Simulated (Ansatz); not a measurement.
WC:
```cif
data_CW
_chemical_formula_sum 'W1 C1'
_space_group_name_H-M_alt 'P-6m2'
_space_group_IT_number 187
_space_group_name_Hall 'P -6 2'
_cell_length_a 2.91247
_cell_length_b 2.91247
_cell_length_c 2.83669
_cell_angle_alpha 90.000
_cell_angle_beta 90.000
_cell_angle_gamma 120.000
loop_
_atom_site_label
_atom_site_type_symbol
_atom_site_symmetry_multiplicity
_atom_site_Wyckoff_symbol
_atom_site_fract_x
_atom_site_fract_y
_atom_site_fract_z
_atom_site_occupancy
W1 W 1 a 0.00000 0.00000 0.00000 1
C1 C 1 f 0.66667 0.33333 0.50000 1
```

Relaxed with r²SCAN.

Question: Decompose the optical modes at the zone centre into irreducible representations, and say which are infrared and Raman allowed.

Answer: Point group -6m2: Γ_opt = A2'' + E'. Infrared: A2'', E'. Raman: E'.

Question: Assign frequencies (DFPT, plane-wave PAW r²SCAN (Ansatz code)).

Answer: A2'' 569, E' 619 cm⁻¹.

The r²SCAN relaxation kept the symmetry of its start. The run is not spin-polarised. As this level gives no gap, phonon frequencies hold no LO–TO term and depend on the k-mesh and smearing (Fermi–Dirac, 0.1 eV here). Scalar-relativistic: spin–orbit coupling is off unless named, which matters more the heavier the elements.

Potentials: the earlier of the program's two PAW sets. The files were generated under PBE; for other functionals the program regenerates the frozen cores, and for LDA and PBEsol the local potential too.
